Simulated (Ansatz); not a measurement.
## Property card for Zn3Se2S

These are results of Ansatz 0.2.0, DFT PBE, scalar-relativistic, plane waves, PAW, not measurements.

Plane waves to 420 eV, a k mesh through Γ of 12×12×2 on the computed 12-atom cell and Gaussian smearing (0.02 eV); no spin polarisation.

The structure is relaxed at this level of theory with its symmetry kept, and needn't be the ground state of this composition.

Space group P6_3mc (No. 186). a = 3.980 Å, b = 3.980 Å, c = 19.609 Å, α = 90.00°, β = 90.00°, γ = 120.00°
```csv
atom,site,symmetry,x,y,z
Zn,2b,3m.,0.3333,0.6667,0.9970
Zn,2b,3m.,0.3333,0.6667,0.3400
Zn,2b,3m.,0.3333,0.6667,0.6685
Se,2b,3m.,0.3333,0.6667,0.1240
Se,2b,3m.,0.3333,0.6667,0.7950
S,2b,3m.,0.3333,0.6667,0.4604
```

(1) Formation energy from the elements' standard states (uncorrected)?

(2) Kohn–Sham band gap?

(3) Orbital (Löwdin) character of the top 1 eV of the valence band?

(4) Orbital (Löwdin) character of the lowest 1 eV of the conduction band?

(5) Electron masses at the edge by direction of the standard setting (m_e; one valley, along these axes only; no spin-orbit coupling)?

(6) Hole masses at the edge by direction of the standard setting (m_e; one valley, along these axes only; no spin-orbit coupling)?

Answers

(1) -0.735 eV/atom.

(2) 1.30 eV, direct at Γ.

(3) Se 4p 76 %, S 3p 14 %.

(4) Zn 4s 56 %, S 3s 11 %, Se 4p 10 %, Se 4s 9 %, S 3p 9 %, unprojected 5 %.

(5) x: 0.12; y: 0.12; z: 0.11.

(6) x: 1.3, 0.11; y: 1.3, 0.11; z: 2.0, 2.0.

The cell was found from a structure generator's guess, not taken from experiment. Kohn–Sham gaps at this level usually fall short of measured ones. Löwdin shares on free-atom orbitals overweight diffuse shells in the empty bands.
